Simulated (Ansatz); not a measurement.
Na:
```xyz
1
Lattice="-2.0265 2.0265 2.0265 2.0265 -2.0265 2.0265 2.0265 2.0265 -2.0265" Properties=species:S:1:pos:R:3 pbc="T T T"
Na     0.0000     0.0000     0.0000
```

Relaxed with LDA. Special points in fractions of this cell's reciprocal vectors: Γ (0.000, 0.000, 0.000); H (0.500, -0.500, 0.500); N (0.000, 0.000, 0.500); P (0.250, 0.250, 0.250).

List the band energies nearest the Fermi level at these points for LDA (plane waves, PAW; program Ansatz).

In eV from the Fermi level; about four levels below and three above (degenerate sets whole), none deeper than 8.9 eV; … stands for higher levels left out; points with the same levels are listed once.

```json
[
 {"k": "Γ", "below": "-3.48", "above": "12.37 12.37 12.37"},
 {"k": "H", "below": "–", "above": "4.79 4.79 …"},
 {"k": "N", "below": "–", "above": "0.83 1.33 8.67"},
 {"k": "P", "below": "–", "above": "2.90 2.90 2.90"}
]
```

Space group Im-3m (bcc (W type)). The LDA relaxation kept the symmetry of its start.

Potentials: the later of the program's two PAW sets.
